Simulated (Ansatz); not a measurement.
**Cr: relaxation of cell and atoms**

All numbers below come from DFT, PBEsol, all-electron LAPW, scalar-relativistic in Ansatz 0.2.0.

Command: `ansatz run input.yaml --threads 1 --pin off --max-ram 3072MiB --backend cpu --events-out ev --progress --plain --runs-dir out` The run took 3.1 min on 1 thread of Intel(R) Xeon(R) Platinum 8488C (Sapphire Rapids), with other jobs on the host, peak memory 0.7 GiB.

```yaml
crystal:
  lattice:
    - [2.714, 0.0, 0.0]
    - [-1.357, 2.3503929459, 0.0]
    - [0.0, 0.0, 4.41]
  atoms:
    - { symbol: Cr, position: [0.3333333333, 0.6666666667, 0.25], spin: 3.0 }
    - { symbol: Cr, position: [0.6666666667, 0.3333333333, 0.75], spin: 3.0 }
magnetization:
  spin_polarized: true
kpoints:
  mp_grid: { grid: [14, 14, 8] }
scf:
  occupations: { method: fermi_dirac, width: 0.05 }
hamiltonian:
  xc: pbesol
  pseudopotentials: { kind: all_electron, lapw: { basis_error: 0.001 } }
output:
  forces: true
  stress: true
relax:
  f_tol: 0.005
  max_steps: 80
  cell: {}
```

The run is spin-polarised from parallel moments and ends with 0.00 μB in the cell; other orders may lie lower.

The cell comes from COD entry 9011574, which wasn't checked; take it as a given geometry. It is an old determination, and later ones may differ.

Each frame lists the cell vectors (Å), then Cartesian positions (Å); symmetry keeps all forces zero. Free energies count from the first step, -57132.9496 eV.

The walk took 7 evaluations in all; steps that aren't listed are left out.

Step 1: E = 0.0 meV, P = -31.90 GPa

```
cell 2.7140 0.0000 0.0000 -1.3570 2.3504 0.0000 0.0000 0.0000 4.4100
Cr    0.0000    1.5669    1.1025
Cr    1.3570    0.7835    3.3075
```

Step 2: E = -576.6 meV, P = -15.18 GPa

```
cell 2.5851 0.0000 0.0000 -1.2925 2.2387 0.0000 0.0000 0.0000 4.2400
Cr    0.0000    1.4925    1.0600
Cr    1.2925    0.7462    3.1800
```

Step 3:

```
cell 2.4527 0.0000 0.0000 -1.2263 2.1241 0.0000 0.0000 0.0000 4.2450
Cr    0.0000    1.4161    1.0613
Cr    1.2263    0.7080    3.1838
```

Step 4: E = -734.6 meV, P = 2.08 GPa

```
cell 2.4647 0.0000 0.0000 -1.2324 2.1345 0.0000 0.0000 0.0000 4.3264
Cr    0.0000    1.4230    1.0816
Cr    1.2324    0.7115    3.2448
```

Step 5: E = -741.2 meV, P = -0.44 GPa

```
cell 2.4570 0.0000 0.0000 -1.2285 2.1279 0.0000 0.0000 0.0000 4.4011
Cr    0.0000    1.4186    1.1003
Cr    1.2285    0.7093    3.3008
```

Task: Give the energy, pressure of step 3.

Result: E = -700.5 meV, P = 10.08 GPa
```
Cr    0.0000    1.4161    1.0613
Cr    1.2263    0.7080    3.1838
```

Task: How does the relaxation end?

Result: It converges, with a = 2.457 Å, b = 2.457 Å, c = 4.395 Å, α = 90.00°, β = 90.00°, γ = 120.00° (conventional cell, space group P6_3/mmc). The last solve (on a basis chosen afresh for the final cell, so its energy is not quite comparable) gives E = -741.4 meV, P = -0.01 GPa:
```
cell 2.4566 0.0000 0.0000 -1.2283 2.1274 0.0000 0.0000 0.0000 4.3951
Cr    0.0000    1.4183    1.0988
Cr    1.2283    0.7091    3.2963
```
